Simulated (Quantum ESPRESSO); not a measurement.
**Band energies of Ta**

```xyz
1
Lattice="-1.6549 1.6549 1.6549 1.6549 -1.6549 1.6549 1.6549 1.6549 -1.6549" Properties=species:S:1:pos:R:3 pbc="T T T"
Ta     0.0000     0.0000     0.0000
```

PBEsol (Quantum ESPRESSO, PseudoDojo norm-conserving, 58 Ry, no spin-orbit coupling); path ΓHNΓPH,PN; energies in eV from the Fermi level.

```
k (1/Å)  point  band 2  band 3  band 4  band 5  band 6  band 7  band 8  band 9
-------  -----  ------  ------  ------  ------  ------  ------  ------  ------
0.00         Γ  -33.05  -33.05  -33.05   -7.90    0.72    0.72    0.72    3.96
0.42            -33.24  -33.14  -33.14   -6.85    0.62    0.62    1.23    2.39
0.95            -33.67  -33.45  -33.45   -3.72   -0.93    1.24    1.24    3.16
1.37            -33.84  -33.71  -33.71   -2.87   -2.86    3.15    3.15    5.26
1.90         H  -33.86  -33.86  -33.86   -3.77   -3.77    6.78    6.78    6.78
2.31            -33.93  -33.77  -33.69   -3.24   -3.03    3.27    3.29    6.98
2.83            -34.13  -33.52  -33.24   -3.52   -0.51   -0.37    2.14    6.71
3.24         N  -34.21  -33.42  -33.06   -4.36   -1.54    1.57    3.84    4.86
3.34            -34.19  -33.42  -33.06   -4.36   -1.51    1.40    3.87    4.83
3.76            -33.85  -33.31  -33.05   -4.93   -0.93   -0.13    3.62    4.32
4.27            -33.21  -33.10  -33.05   -7.33    0.35    0.57    1.29    3.48
4.58         Γ  -33.05  -33.05  -33.05   -7.90    0.72    0.72    0.72    3.96
4.69            -33.07  -33.05  -33.05   -7.84    0.68    0.68    0.79    3.93
5.20            -33.59  -33.13  -33.13   -5.84   -0.43   -0.43    3.38    3.77
5.61            -33.95  -33.28  -33.28   -3.19   -1.39   -1.39    4.41    4.41
6.12            -33.74  -33.57  -33.57   -1.34   -1.34   -1.07    5.02    5.02
6.23         P  -33.63  -33.63  -33.63   -1.23   -1.23   -1.23    5.04    5.04
6.61            -33.81  -33.81  -33.26   -2.38   -0.91   -0.91    4.72    4.72
7.00            -33.89  -33.89  -33.25   -1.77   -1.53   -1.53    4.39    4.39
7.48            -33.87  -33.87  -33.67   -3.19   -3.19    2.57    5.50    5.50
7.87         H  -33.86  -33.86  -33.86   -3.77   -3.77    6.78    6.78    6.78
7.87         P  -33.63  -33.63  -33.63   -1.23   -1.23   -1.23    5.04    5.04
8.29            -34.00  -33.55  -33.26   -2.78   -1.65    0.07    4.48    4.96
8.82         N  -34.21  -33.42  -33.06   -4.36   -1.54    1.57    3.84    4.86
```

A metal at this level: along this path bands 6, 7 cross the Fermi level.

Spin-orbit coupling is left out; for elements this heavy it splits bands near the Fermi level.

Geometry of the Materials Project entry, not relaxed at this level.
